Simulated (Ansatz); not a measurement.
Relaxed candidate structures of NbCo2:

A. P6₄22 (No. 181), hP9; a = b = 4.513 Å, c = 6.381 Å, α = β = 90.00°, γ = 120.00°; Nb 3c (0.500, 0.000, 0.000); Co 6i (0.166, 0.333, 0.000); ferromagnetic

B. Fd-3m, origin choice 1 (No. 227), cF24, cubic Laves (MgCu2 type); a = 6.6460 Å, b = 6.6460 Å, c = 6.6460 Å, α = 90.00°, β = 90.00°, γ = 90.00°; Nb 8b (0.500, 0.500, 0.500); Co 16c (0.125, 0.125, 0.125); non-magnetic

Put the candidates in order of energy per atom, lowest first, for PBEsol (plane waves to 420 eV, PAW, scalar-relativistic; Ansatz, an electronic-structure program).

B (reference, the lowest among the structures calculated here), A (+0.16 eV/atom)

Each run could gain symmetry but not lose that of its start, so entries can be saddle points. From databases, or of a type measured for this composition: Fd-3m, cF24, cubic Laves (MgCu2 type), non-magnetic; the others are generated cells (placed on structure types, drawn at random, substituted or restacked) that were not matched to a known phase here. Each structure is listed in the lowest spin state found for it. Static energies at zero pressure. Each cell has its own k-point mesh; energy differences are given only to the digits this allows. Spin states reached: ferromagnetic, non-magnetic; non-magnetic ones ran without spin or lost their moments; spin orders were not searched systematically.
